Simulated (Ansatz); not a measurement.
ZrCu₅:
```
ZrCu5
1.0
    0.00000     3.41229     3.41229
    3.41229     0.00000     3.41229
    3.41229     3.41229     0.00000
Cu Zr
5 1
Direct
  0.75000   0.75000   0.75000
  0.37588   0.37588   0.87237
  0.37588   0.87237   0.37588
  0.87237   0.37588   0.37588
  0.37588   0.37588   0.37588
  0.00000   0.00000   0.00000
```

Relaxed with r²SCAN. Special points in fractions of this cell's reciprocal vectors: Γ (0.000, 0.000, 0.000); X (0.500, 0.000, 0.500); U (0.625, 0.250, 0.625); K (0.375, 0.375, 0.750); L (0.500, 0.500, 0.500); W (0.500, 0.250, 0.750).

Task: List the band energies nearest the Fermi level at these points for DFT-r²SCAN with spin–orbit coupling in the program Ansatz with PAW potentials.

Result: In eV from the Fermi level; about four levels below and three above (degenerate sets whole), none deeper than 8.9 eV; points with the same levels are listed once.

| k | below | above |
|---|---|---|
| Γ | -1.13 -1.13 -1.13 -1.13 -0.26 -0.26 | 0.27 0.27 0.27 0.27 |
| X | -0.08 -0.08 -0.04 -0.04 | 0.57 0.57 1.34 1.34 |
| U | -0.67 -0.66 -0.15 -0.15 | 1.45 1.45 1.62 |
| L | -0.43 -0.43 -0.25 -0.25 | 1.28 1.28 1.30 1.30 |
| W | -1.92 -1.89 -1.54 -1.49 | 0.58 0.59 1.30 |

Space group F-43m. The workflow started from an entry of the Crystallography Open Database (COD). Whether it is the stable phase at ambient conditions was not checked. The cell was relaxed with r²SCAN under the symmetry of its start; whether a distortion lowers the energy is not shown. The run is not spin-polarised.

Potentials: the later of the program's two PAW sets.
